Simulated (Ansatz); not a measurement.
With DFT-PBEsol in the program Ansatz with PAW potentials, Si$_{3}$Ge in the tetragonal phase (P-4m2; Si on 2g, Si on 1a, Ge on 1c) relaxes to a = 3.881 Å, c = 5.478 Å. Si on 2g has 4 nearest neighbours from 2.36 Å (tetrahedral); Si on 1a has 4 nearest neighbours from 2.36 Å (tetrahedral); Ge has 4 nearest neighbours from 2.39 Å (tetrahedral). Against the elements it lies at 0.010 eV/atom, with no fitted shifts.

The Kohn–Sham gap is 0.25 eV (indirect). The valence maximum lies at Γ and the conduction minimum at M. HSE06 on the same cell gives 0.92 eV. Gap from PBEsol with spin–orbit coupling: 0.21 eV. The electron mass is 0.18, 0.40, 0.40 mₑ (principal values).

An equation-of-state fit gives a bulk modulus of 87.3 GPa. The relaxed-ion elastic constants in GPa are C11 = 175, C12 = 30.9, C13 = 57.7, C33 = 146, C44 = 71.2, C66 = 45.0. The elastic constants imply a Debye temperature near 520 K. Without the LO–TO term the highest mode at Γ lies at 487 cm⁻¹.

The start of the workflow was typed in or built on a structure type; neither database checked (COD, Materials Project) lists it. Whether it is the stable phase at ambient conditions was not checked. Symmetry was held in the PBEsol relaxation; its stability against distortions is not shown here. The references are the lowest solids computed at this level, not always the standard phases. Scalar-relativistic: spin–orbit coupling is off unless named, which matters more the heavier the elements.

Potentials: the later of the program's two PAW sets.
